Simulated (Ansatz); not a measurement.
GaAs:
Space group F-43m (No. 216); a = b = c = 5.666 Å, α = β = γ = 90.00°

```tsv
atom	site	symmetry	x	y	z
As	4c	-43m	0.2500	0.2500	0.2500
Ga	4a	-43m	0.0000	0.0000	0.0000
```
(The calculation used a cell of 2 atoms; values per cell refer to that cell.)

Relaxed with r²SCAN.

**Question.** Give the optical modes at the zone centre with their infrared and Raman activity from DFPT, plane-wave PAW r²SCAN (Ansatz code).

**Answer.** Transverse frequencies, without the LO–TO term; a row sums one degenerate level.

```json
[
 {"ω (cm⁻¹)": "265", "degeneracy": "3", "IR ((D/Å)²/amu)": "8.83", "Raman (Å⁴/amu)": "810", "activity": "IR+Raman", "symmetry": "T2"}
]
```

**Question.** How high does the top mode go among those that the LO–TO term moves?

**Answer.** 287 cm⁻¹ for q along x.

The r²SCAN relaxation kept the symmetry of its start; phonons on a q-mesh show no instability.

Potentials: the later of the program's two PAW sets.
